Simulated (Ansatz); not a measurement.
Starting cell, LiF (rock salt):

```xyz
4
Lattice="0.0000 4.0679 4.0679 2.0339 0.0000 2.0339 2.0339 2.0339 0.0000" Properties=species:S:1:pos:R:3 pbc="T T T"
F      0.0000     0.0000     0.0000
F      2.0339     4.0679     2.0339
Li     2.0339     2.0339     2.0339
Li     2.0339     4.0679     4.0679
```

The atoms are displaced by Q × the pattern below (from a DFPT mode at L = (0.5, 0.0, 0.0), largest move 1; Q in Å), at fixed cell. (q is in reciprocal vectors of the primitive cell; the cell shown is doubled to hold the pattern.)

```csv
atom,x,y,z
F1,-0.577,0.577,0.577
F2,0.577,-0.577,-0.577
```

Atoms not listed stay in place.

All values below come from PBE (plane waves to 420 eV, PAW, scalar-relativistic; Ansatz, a quantum-chemistry and plane-wave program). k mesh 7×14×14 (Γ-centred), Fermi-Dirac smearing 0.05 eV. Energies are smeared free energies. LiF was relaxed with its symmetry unable to fall. ΔE is measured from the undisplaced structure.

Q: What ΔE (eV/cell) does the calculation give at Q (Å) = -0.280, -0.233, -0.140, -0.047, 0.047, 0.187?

A: 
```
Q (Å)   ΔE (eV/cell)
------  ------------
-0.280         0.788
-0.233         0.540
-0.140         0.191
-0.047         0.021
0.047          0.021
0.187          0.342
```

(For displaced atoms, the force is minus the slope of the energy, and its curvature is a force constant, which sets phonon frequencies.)
